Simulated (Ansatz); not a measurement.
Relaxed ZrB₂ (AlB2 type, space group P6/mmm):

```xyz
6
Lattice="6.3429 0.0000 0.0000 -1.5857 2.7465 0.0000 0.0000 0.0000 3.5413" Properties=species:S:1:pos:R:3 pbc="T T T"
Zr     0.0000     0.0000     0.0000
Zr     3.1714     0.0000     0.0000
B      0.0000     1.8310     1.7707
B      3.1714     1.8310     1.7707
B      1.5857     0.9155     1.7707
B      4.7571     0.9155     1.7707
```

In this cell atom 2 (Zr, nearest neighbour B at 2.547 Å; its periodic images, 3.2 Å or more away, move with it) is moved by s along Cartesian [111], unit vector (0.577, 0.577, 0.577); all other atoms and the cell stay fixed.

The numbers are results of PBE (plane waves to 420 eV, PAW, scalar-relativistic; Ansatz, a first-principles code), not measurements. k mesh 7×14×11 (Γ-centred), Fermi-Dirac smearing 0.05 eV. Energies are smeared free energies. With partly filled bands, energies and forces of such displacements shift with the k mesh and the smearing. ZrB2 is run without spin polarisation. ZrB2 was relaxed with its symmetry unable to fall. The zero of ΔE is the undisplaced structure. The last digit holds for this mesh only.

```
s (Å)   ΔE (meV/cell)
------  -------------
-0.250          616.6
-0.200          390.6
-0.150          217.9
-0.100       withheld
-0.050           24.0
0.000             0.0
0.050            24.0
0.100        withheld
0.150           217.9
0.200           390.6
0.250           616.6
```

**Question.** Fit an even polynomial form (powers 2, 4) to the given rows and predict ΔE at s = 0.100.

**Answer.** Least squares on the 9 given rows: ΔE = (9584)·s² + (4503)·s⁴, in meV/cell with s in Å; root-mean-square residual 0.02 meV/cell. At 0.100 the fit gives 96.3 meV/cell; the calculation gives 96.3 meV/cell, the same to the digits shown. The quadratic term alone would give 95.8 meV/cell.

(For displaced atoms, the force is minus the slope of the energy, and its curvature is a force constant, which sets phonon frequencies.)
